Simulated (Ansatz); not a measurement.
InSb (zinc blende, space group No. 216) at seven volumes, PBE in the plane-wave PAW code Ansatz, scaled uniformly. One row is withheld.

```tsv
V (Å³/atom)	P (GPa)
33.226	4.36
34.322	2.65
35.417	1.21
36.513	0.00
37.608	-1.01
38.703	-1.86
39.799	?
```

Q: Fit the shown pressures and predict the withheld one.

A: P = (3/2)B₀(x^(7/2) − x^(5/2))[1 + (3/4)(B′ − 4)(x − 1)] with x = (V₀/V)^(2/3). Least squares on the six rows gives V₀ = 36.516 Å³/atom, B₀ = 36.8 GPa, B′ = 4.81. At V = 39.799, x = 0.9442 and P = -2.58 GPa. The run itself gave -2.56 GPa.

Space group F-43m (zinc blende). The PBE relaxation kept the symmetry of its start; phonons on a q-mesh show no instability. Spin–orbit coupling is left out wherever it is not named.

Potentials: the later of the program's two PAW sets.
